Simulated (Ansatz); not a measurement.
MoPd (rock salt, Fm-3m), plane-wave PAW PBE (Ansatz code), all energies at zero smearing, with the estimated change up to a 700 eV cutoff added, with one set of potentials and settings (totals compare only within such a set). Cell of 2 atoms (1 Pd, 1 Mo): -11926.764 eV.

| element | reference phase | E (eV/atom) |
|---|---|---|
| Pd | Fm-3m, 1 atoms in the cell | -6972.9107 |
| Mo | Im-3m, 1 atoms in the cell | -4956.0557 |

Formation energy per atom, worked out: (-11926.764 − 1×(-6972.9107) − 1×(-4956.0557))/2 = 1.101 eV/atom (106 kJ per mol of atoms), at 0 K, without zero-point energy or fitted corrections.

The start of the workflow was typed in or built on a structure type; neither database checked (COD, Materials Project) lists it. Its standing as an ambient phase is unchecked. The PBE relaxation kept the symmetry of its start; whether a distortion lowers the energy is not shown. No spin polarisation was allowed. The volume moved by 17 % from the start of the relaxation. Its formation energy is positive at this level, so the cell may be metastable or incomplete. The references are the lowest solids computed at this level, not always the standard phases.

Potentials: the earlier of the program's two PAW sets.
